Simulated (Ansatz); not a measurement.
Input and command of a calculation in Ansatz (plane waves; scalar-relativistic PAW potentials unless the input names others):

```yaml
crystal:
  lattice:
    - [2.8725259163, 0.0, 0.0]
    - [-1.4362629582, 2.4876804166, 0.0]
    - [0.0, 0.0, 18.3242681938]
  atoms:
    - { symbol: W, position: [0.0, 0.0, 0.0759303586] }
    - { symbol: W, position: [0.0, 0.0, 0.9240696414] }
    - { symbol: W, position: [0.3333333333, 0.6666666667, 0.2625177094] }
    - { symbol: W, position: [0.6666666667, 0.3333333333, 0.7374822906] }
    - { symbol: W, position: [0.3333333333, 0.6666666667, 0.4176067748] }
    - { symbol: W, position: [0.6666666667, 0.3333333333, 0.5823932252] }
    - { symbol: "N", position: [0.0, 0.0, 0.5] }
    - { symbol: "N", position: [0.3333333333, 0.6666666667, 0.1506839328] }
    - { symbol: "N", position: [0.6666666667, 0.3333333333, 0.8493160672] }
basis:
  ecutwfc: 420
kpoints:
  mp_grid: { grid: [18, 18, 4] }
hamiltonian:
  xc: pbesol
scf:
  max_iter: 75
output:
  forces: true
  eigenvalues: true
  stress: true
```

```bash
ansatz run input.yaml --threads 2 --pin off --max-ram 5120MiB --backend cpu --events-out ev --progress --plain --runs-dir out
```

Q: Will this input run?

A: The program refuses it, because of no occupation method (scf.occupations: {"method": "gaussian", "width": 0.15} → not typed). With the sound run's settings it is accepted.

Abridged log:
```
Error: YAML parse error: `scf.occupations.method` is required: fixed only where the cell keeps a band gap throughout the run, explicit beside scf.occupations.values (under evaluate: without them), else a smearing such as fermi_dirac (scf.occupations.width is optional; its entry in the input reference gives the default)
```